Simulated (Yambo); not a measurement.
Yambo run on CsBr (CsCl type, space group Pm-3m, No. 221). The wavefunctions are norm-conserving LDA (Quantum ESPRESSO, 48 Ry, without SOC) ones on a 4×4×4 mesh (8 occupied bands); a = 4.138 Å, b = 4.138 Å, c = 4.138 Å, α = 90.00°, β = 90.00°, γ = 90.00°.

Yambo input:

```
rim_cut
gw0
dyson
el_el_corr
HF_and_locXC
ppa
em1d
RandQpts= 1000000
RandGvec= 1 Ry
EXXRLvcs= 48 Ry
VXCRLvcs= 192 Ry
Chimod= "HARTREE"
% BndsRnXp
 1 | 134 |
%
NGsBlkXp= 4 Ry
% LongDrXp
 1.0 | 1.0 | 1.0 |
%
PPAPntXp= 27.2114 eV
% GbndRnge
 1 | 134 |
%
GTermKind= "BG"
DysSolver= "n"
ExtendOut
% QPkrange
 1 | 1 | 8 | 9 |
%
```

k points by index: 1 = Γ.

The o-*.qp file then holds:

```
#    K-point    Band    Eo [eV]    E [eV]    E-Eo [eV]    Vxc [eV]    Vnlxc [eV]    Sc|Eo [eV]    Sc|E [eV]    dSc/dw|Eo [eV]    Re(Z)    Im(Z)
#
    1    8    0.000000    -1.408925    -1.408925    -12.84311    -16.54043    1.979720    2.288400    -5.961267    0.820294    -0.001243
    1    9    4.531842    5.396445    0.864603    -8.074738    -3.743838    -3.318594    -3.466297    -4.648068    0.854106    -0.001009
```
(The two width columns are left out.) Convergence of these settings isn't established.

Geometry relaxed with LDA.
